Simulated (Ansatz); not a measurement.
BeS:
```
CELL_PARAMETERS angstrom
      2.89473     0.00000     0.00000
      0.00000     2.89473     0.00000
      0.00000     0.00000     2.89473
ATOMIC_POSITIONS crystal
  Be 0.00000 0.00000 0.00000
  S  0.50000 0.50000 0.50000
```

Relaxed with PBEsol. Special points in fractions of this cell's reciprocal vectors: Γ (0.000, 0.000, 0.000); X (0.000, 0.500, 0.000); M (0.500, 0.500, 0.000); R (0.500, 0.500, 0.500).

Question: List the band energies nearest the Fermi level at these points for PBEsol (plane waves, PAW; program Ansatz).

Answer: In eV from the Fermi level; about four levels below and three above (degenerate sets whole), none deeper than 8.9 eV; … stands for higher levels left out; points with the same levels are listed once.

```tsv
k	below	above
Γ	-1.56 -1.56 -1.56	2.20 4.98 4.98
X	-8.80	0.28 0.28 3.89
M	-6.99 -6.99 -1.67	1.35 8.16 8.16
R	-4.48 -4.48 -4.48 -0.55 -0.55 -0.55	…
```

Space group Pm-3m (CsCl type). A made-up cell: these elements were put on the sites of a structure type; neither database checked (COD, Materials Project) lists it. COD files the formula under space group No. 216, so this cell is another polymorph or a model. Its standing as an ambient phase is unchecked. Symmetry was held in the PBEsol relaxation. At this level the phase is dynamically unstable (imaginary phonons).

Potentials: the later of the program's two PAW sets.
